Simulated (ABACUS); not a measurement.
Input and output of a self-consistent single point for AgO (F-43m, 2 atoms in the cell; from Materials Project mp-8222, changed as shown) (ABACUS).

All values come from this method and carry its errors: PBEsol, PseudoDojo 0.4 standard norm-conserving PBEsol (tails mended) pseudopotentials (plane waves; ABACUS 3.10.1).

The change in words: lattice scaled by 0.97; ecutwfc: 84 Ry → 50.4 Ry. Reference geometry (F-43m):
```yaml
crystal:
  lattice:
    - [0.00000, 2.53352, 2.53352]
    - [2.53352, 0.00000, 2.53352]
    - [2.53352, 2.53352, 0.00000]
  atoms:
    - { symbol: Ag, position: [0.00000, 0.00000, 0.00000] }
    - { symbol: O, position: [0.25000, 0.25000, 0.25000] }
```

Reference input (self-consistent single point, DFT, PBEsol, plane waves, PseudoDojo 0.4 standard norm-conserving PBEsol (tails mended) pseudopotentials): KPT = Gamma 15 15 15 0 0 0; basis_type = pw; ecutwfc = 84 Ry; smearing_method = mp; smearing_sigma = 0.00734986 Ry; potentials = PseudoDojo 0.4 standard norm-conserving PBEsol (tails mended); symmetry = 1; symmetry_prec = 1e-05; ks_solver = dav_subspace; scf_nmax = 100; scf_thr = 1.0e-09 Ry; mixing_type = broyden. This run's input differs from it in these lines:

```diff
@@ -5,3 +5,3 @@
 pseudo_dir           ./
-ecutwfc              84.0
+ecutwfc              50.4
 symmetry             1
@@ -26,5 +26,5 @@
 LATTICE_VECTORS
-   0.0000000000    2.5335200000    2.5335200000
-   2.5335200000    0.0000000000    2.5335200000
-   2.5335200000    2.5335200000    0.0000000000
+   0.0000000000    2.4575140000    2.4575140000
+   2.4575140000    0.0000000000    2.4575140000
+   2.4575140000    2.4575140000    0.0000000000
```

Output, abridged:

```
 SELF-CONSISTENT
 -------------------------------------------
                                 init_chg = atomic

 PW ALGORITHM --------------- ION=   1  ELEC=   1--------------------------------

 Density error is 0.629826911582
                          Error Threshold = 0.01
 E_KohnSham     -341.9998864033      -4653.1471704377
 E_Fermi        0.7582026499         10.3158762775

 PW ALGORITHM --------------- ION=   1  ELEC=   2--------------------------------

 Density error is 2.04112466319
                          Error Threshold = 0.00251930764633
 E_KohnSham     -342.0647529329      -4654.0297248493
   [... lines left out ...]

 Density error is 7.94275641351e-09
                          Error Threshold = 3.14182010178e-10
 E_KohnSham     -342.3777664543      -4658.2884922920
 E_Fermi        0.7373292431         10.0318790082

 PW ALGORITHM --------------- ION=   1  ELEC=   9--------------------------------

 Density error is 3.40181193893e-10
                          Error Threshold = 3.1771025654e-11
 E_KohnSham     -342.3777664557      -4658.2884923106
 E_KS(sigma->0) -342.3777543299      -4658.2883273308
 E_entropy(-TS) -0.0000363773        -0.0004949392
 E_Fermi        0.7373323139         10.0319207885
 charge density convergence is achieved
 final etot is -4658.2884923 eV
 EFERMI = 10.031920789 eV

 STATE ENERGY(eV) AND OCCUPATIONS    NSPIN == 1
   [... 20 lines left out ...]

 TOTAL-FORCE (eV/Angstrom)
                       Ag1         0.0000000000         0.0000000000         0.0000000000
                        O1         0.0000000000         0.0000000000         0.0000000000

 TOTAL-STRESS (KBAR)
      -715.0711262996         0.0000000000        -0.0000000000
        -0.0000000000      -715.0711262996         0.0000000000
        -0.0000000000         0.0000000000      -715.0711262996
 TOTAL-PRESSURE: -715.071126 KBAR

 --------------------------------------------
 !FINAL_ETOT_IS -4658.2884923105639245 eV
 --------------------------------------------
```

The run converged in 9 iterations. Against the reference run the free energy rises by 1.27 eV/atom and the pressure goes from -6.45 to -71.51 GPa.

This run is one point of a test of settings, so its values need not be converged; read them against the reference run alone. The structure comes from a collection of computed structures, made at another level of theory; the collection holds predicted forms beside known ones.

Cost on one core: about 90 core-seconds (a rough figure).

At a cut-down plane-wave cutoff the stress holds a Pulay term: a spurious tension from the incomplete basis, which lowers the pressure; energies, forces and gaps of such rows are unconverged too.

“Tails mended”: in these copies of the files the far tail of each local potential was reset to the Coulomb form.
